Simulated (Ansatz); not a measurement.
## Clamped-ion strain scan in C

Computed with DFT r2SCAN, scalar-relativistic, plane waves, PAW in Ansatz 0.2.0. Settings: plane waves to 500 eV, k-mesh 24×24×6 (Γ-centred), Gaussian smearing 0.15 eV. No spin polarisation. Energies are free energies at this smearing, counted from the undisturbed cell; pressure is positive in compression.

Reference structure (as given, not relaxed at this level; it stands at 0.0 GPa; this form isn't the usual structure):

```xyz
2
Lattice="2.4562 0.0000 0.0000 -1.2281 2.1271 0.0000 0.0000 0.0000 8.5238" Properties=species:S:1:pos:R:3 pbc="T T T"
C     0.0000    1.4181    0.0000
C     1.2281    0.7090    0.0000
```

The cell holds layers and no dispersion correction was added, so their binding is poorly described.

The cell is strained by ε times the Voigt pattern (0, 1, 0, 0, 0, 0) (xx, yy, zz, yz, xz, xy; engineering shear) with fractional coordinates fixed.

```tsv
ε	ΔE (meV/atom)
-0.1000	382.6
-0.0750	202.3
-0.0500	84.5
-0.0250	19.7
0.0000	0.0
0.0250	18.2
0.0500	69.1
0.0750	147.9
0.0875	196.5
0.1000	250.5
```

Q: Predict the stress summed along the pattern (GPa, tension positive) at each point.

A:
| ε | stress summed along the pattern (GPa, tension positive) |
| --- | --- |
| -0.1000 | -61.91 |
| -0.0750 | -42.42 |
| -0.0500 | -25.87 |
| -0.0250 | -11.78 |
| 0.0000 | 0.07 |
| 0.0250 | 10.18 |
| 0.0500 | 18.88 |
| 0.0750 | 26.29 |
| 0.0875 | 29.55 |
| 0.1000 | 32.55 |